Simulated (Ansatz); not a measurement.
K (Cmmm): electronic heat capacity and spin susceptibility from the density of states

Computed with Ansatz 0.2.0, DFT PBEsol, scalar-relativistic, plane waves, PAW.

Plane waves to 420 eV, a k mesh through Γ of 6×6×4 on the computed 5-atom cell and Gaussian smearing (0.10 eV); no spin polarisation.

Relaxed cell: Cmmm, a = 8.518 Å, b = 8.530 Å, c = 11.145 Å, α = 90.00°, β = 90.00°, γ = 90.00°, 5 atoms in the primitive cell. This form isn't the element's structure at ambient conditions.

The density of states at the Fermi level is 4.068 states/eV in the cell of 5 atoms (5 formula units; both spins, tetrahedra on a 9×9×6 mesh). Averaged over bins of 0.1 eV the density runs from 3.5 to 5.3 states/eV within 0.2 eV of the Fermi level, so the figure hangs on the exact place of that level.

**Question.** What Sommerfeld coefficient and Pauli susceptibility does this give?

**Answer.** Per formula unit N(E_F) = 0.814 states/eV. γ = (π²/3) k_B² N(E_F) N_A = 2.357 mJ/(mol K²) per state/eV, so γ = 1.9 mJ/(mol K²), a mole of formula units. χ_P = μ_B² N(E_F) N_A = 3.23×10⁻⁵ emu/mol per state/eV gives 2.6×10⁻⁵ emu/mol. This is the bare band result: a measured γ of the same phase is as a rule larger by a factor 1 + λ from phonons and spin fluctuations, the spin part of χ is larger by the Stoner factor, and a measured χ also holds orbital and core terms. N(E_F) at one energy is sensitive to the mesh where the density of states has sharp peaks.